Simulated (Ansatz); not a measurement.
The cell is MgH2 built on the rutile prototype; cell and atoms were relaxed with r2SCAN. Space group P4_2/mnm (No. 136), tetragonal; conventional cell a = 4.485 Å, c = 2.996 Å, 10.05 Å³ an atom. Mg is surrounded by 6 H at 1.93–1.94 Å; H is surrounded by 3 Mg at 1.93–1.94 Å.

```xyz
6
Lattice="4.4849 0.0000 0.0000 0.0000 4.4849 0.0000 0.0000 0.0000 2.9965" Properties=species:S:1:pos:R:3 pbc="T T T"
Mg    0.0000    0.0000    0.0000
Mg    2.2424    2.2424    1.4982
H     1.3665    1.3665    0.0000
H     0.8760    3.6089    1.4982
H     3.6089    0.8760    1.4982
H     3.1184    3.1184    0.0000
```

The questions ask for values computed with the PAW code Ansatz on this geometry. No spin polarisation and no zero-point or thermal motion.

(1) What gap does r2SCAN give, and where are the band edges?

(2) What does HSE06 give for the gap (4×4×6 mesh)?

(3) Estimate the gap with PBE0 on 4×4×6.

(4) How strongly does the crystal screen a field with clamped ions (r2SCAN)?

(5) What do these levels agree on?

Results:

(1) With r2SCAN the valence top lies at k = (0.156, 0.156, -0.086) and the conduction bottom at A–Z (0.21 of the way from A), 4.38 eV higher; the smallest vertical gap, at A–Z (0.30 of the way from A), is 5.26 eV.

(2) With HSE06 the valence top lies at k = (0.156, 0.156, -0.086) and the conduction bottom at A–Z (0.21 of the way from A), 4.84 eV higher; the smallest vertical gap, at A–Z (0.30 of the way from A), is 5.78 eV. The gap differs by +0.46 eV from r2SCAN's.

(3) With PBE0 the valence top lies at k = (0.156, 0.156, -0.086) and the conduction bottom at A–Z (0.21 of the way from A), 5.57 eV higher; the smallest vertical gap, at A–Z (0.30 of the way from A), is 6.52 eV. The gap differs by +1.19 eV from r2SCAN's.

(4) The clamped-ion dielectric constant comes out as 3.62 along x and y, 3.65 along z. Born charges, averaged over directions: Mg +1.88, H -0.94 e.

(5) All these functionals give a gap of the same kind, indirect.

Where an edge lies off the special points, it is a point of the mesh or the k point where a search put PBE's edge or least direct gap, reused for the other functionals, whose own edges may lie a little apart.

Coordinates of k points refer to the reciprocal vectors of the primitive cell of the runs.

The meshes of the hybrids are coarse, so their gaps aren't converged to the digits shown.

PBE's own run along the path (3.76 eV) came before the search for the edges and missed one, so it isn't listed.
